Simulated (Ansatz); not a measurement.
Ansatz (a quantum-chemistry and plane-wave program) input:

Ansatz 0.2 input:
```yaml
crystal:
  lattice:
    - [3.14297006, 0.0, 0.0]
    - [-1.57148503, 2.7218919153, 0.0]
    - [0.0, 0.0, 3.5243546854]
  atoms:
    - { symbol: Sc, position: [0.0, 0.0, 0.0] }
    - { symbol: B, position: [0.3333333333, 0.6666666667, 0.5] }
    - { symbol: B, position: [0.6666666667, 0.3333333333, 0.5] }
kpoints:
  mp_grid: { grid: [15, 15, 12] }
hamiltonian:
  xc: r2scan
  pseudopotentials: { kind: paw }
scf:
  occupations: { method: gaussian, width: 0.05 }
checkpoint: { read: metal.run }
output: { bader: true, populations: true }
```

Output (shortened):

```
Pseudopotential: Sc, paw, valence charge 11
Pseudopotential: B, paw, valence charge 3
Functional definition: r2SCAN
Crystal: 3 atoms, lattice volume = 30.150 Å³
Basis set: ecut = 500 eV, 781 PW (Γ), exchange–correlation on 96×96×108 points (64 copies of the dense FFT grid, shifted against one another)
Bands: 17, of which v1, the nominal top of the filled ones, is band 9 counted from 1 (8 counted from 0)
Symmetry: 24 space group operations
Space group: P6/mmm (ITA 191), of the structure as read, at distance tolerance 3.1e-5 Å
k-points: 189 of 2700
Stability of the state it starts from, as read at its close in the unpolarized treatment …
iter 1 solved again at ethr=3.20e-9 eV; its pass at ethr=3.10e-3 eV (dr2=5.44e-7 eV) is discarded
SCF iter   1: F=—  HF=-2456.428067 eV  |F-HF|=—  |Δ(HF+E_count)|=         —  Δρ=4.43e-7  dr2=6.00e-11  dr2_τ=1.73e-12  ethr=3.20e-9  ⟨swp⟩=3.3  Hψ=23689  notcnv=0
preconditioner: auto → none
SCF iter   2: F=-2456.428067 eV  HF=-2456.428067 eV  |F-HF|=3.18e-12  |Δ(HF+E_count)|=  2.88e-10  Δρ=2.29e-7  dr2=1.52e-11  dr2_τ=2.01e-12  ethr=1.00e-12  ⟨swp⟩=4.6  Hψ=8887  notcnv=0
SCF 1 converged in 2 iterations: F = -2456.428067 eV  dr2 = 1.52e-11
SCF converged after 2 iterations
Free energy (F): -2456.428067 eV
Harris-Foulkes:  -2456.428067 eV  (|F-HF|=3.18e-12)
Internal energy: -2456.426897 eV  (E = F + TS)
E sigma→0 (E₀):  -2456.427482 eV
Entropy (-TS):   -0.001170 eV (-0.390 meV/atom)
Fermi energy:    12.223452 eV
--- Per-component energies (eV) ---
  E_band       = -104.534360
  E_kinetic    = 361.945943
  E_local      = -732.105955  (includes V_loc(G=0)·N_el)
  E_nonlocal   = 102.252114
  E_hartree    = 252.209703
  E_xc         = -165.451804
  E_vxc        = -227.298522  (∫ρ·V_xc dr)
  E_paw        = -1123.966430  (= ΣΔE_a)
  E_vpaw       = -126.876375  (= ΣTr[D̂ρ^β])
  E_aug_tail   = 0.000002  (compensation charges beyond the density's cutoff)
  E_vtau       = 13.128949  (kinetic-family band-sum trace: ∫τ·v_τ [+ j·A + Jᵃ·Aᵃ] dr)
  E_ewald      = -1151.035093
  E_core_change = -0.275376  (= ΣΔE_core)
  E_smearing   = -0.001170  (= −TS)
  E_closure    =  0.000000  (closes the sum)
  Σ components = -2456.428067   (vs F -2456.428067, Δ=0.00e0)
  [band-id]    e_kinetic+e_local+e_nonlocal+2·e_hartree+e_vxc+e_vpaw+e_augmentation_tail+e_vtau = -104.534438   (vs E_band -104.534360, Δ=-7.85e-5)
--- Band table (eV; the first three rows and the last of 189) ---
  k-point 0: bands = ["-38.2849", "-16.0233", "-15.7147", "-15.7147", "-0.2908", "10.3296", "11.2494", "11.2494", "11.8727", "16.4715", "16.4715", "17.2896", "17.2896", "19.0073", "19.0073", "19.2862", "21.8538"]
  k-point 1: bands = ["-38.2841", "-16.0359", "-15.7138", "-15.7138", "-0.2120", "9.7415", "11.3090", "11.3090", "12.4197", "16.1804", "16.1804", "17.1434", "17.1434", "19.3029", "19.4090", "19.4090", "22.0868"]
  k-point 2: bands = ["-38.2822", "-16.0702", "-15.7115", "-15.7115", "0.0142", "8.7439", "11.4842", "11.4842", "13.3043", "15.6165", "15.6165", "16.7412", "16.7412", "19.3509", "20.2918", "20.2918", "22.0062"]
  k-point 188: bands = ["-38.1962", "-16.0534", "-16.0426", "-16.0426", "4.5193", "4.5193", "7.6815", "10.4863", "10.4863", "16.9546", "18.2293", "18.2293", "18.6851", "18.6851", "20.4237", "23.8093", "23.8093"]
--- Löwdin populations: 3 sites ---
  site symbol       q [e]
     0     Sc     10.0569
     1      B      3.4572
     2      B      3.4572
  spilling = 0.001692 (of n_electrons = 17.000000)
--- Bader charges: 3 sites ---
  site symbol  charge [e]  shift [e]
     0     Sc      1.6042     0.0002
     1      B     -0.8024     0.0001
     2      B     -0.8018     0.0001
  shift: an alarm, by how much a part of what the PAW files miss would move the charge. Where it is large, compare
  with a run on PAW files of another source; a small one proves nothing
  estimated error of the sums over rays = 4.3e-4 e
```

Cost: around 40 core-seconds (rough) on shared cores.

The workflow started from an entry of the Crystallography Open Database (COD). Its standing as an ambient phase is unchecked. Symmetry was held in the r²SCAN relaxation; whether a distortion lowers the energy is not shown. No spin polarisation was allowed.

Potentials: the later of the program's two PAW sets.

Ansatz is a plane-wave DFT program.
